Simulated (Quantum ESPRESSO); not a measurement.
Space group I-43m (No. 217); a = b = c = 5.3120 Å, α = β = γ = 90.00°

| atom | site | symmetry | x | y | z |
|---|---|---|---|---|---|
| F | 8c | .3m | 0.1847 | 0.1847 | 0.1847 |
| Ge | 2a | -43m | 0.0000 | 0.0000 | 0.0000 |
(The calculation used a cell of 5 atoms; values per cell refer to that cell.)

The geometry is that of Materials Project entry mp-9816, symmetrised and not relaxed again.

### Question
What does PBEsol (Quantum ESPRESSO, PseudoDojo norm-conserving, 84 Ry, with spin-orbit coupling) give for the electronic structure near the Fermi level?

### Answer
The PBEsol gap is indirect, 5.30 eV, from H to Γ; the smallest direct gap is 5.71 eV.
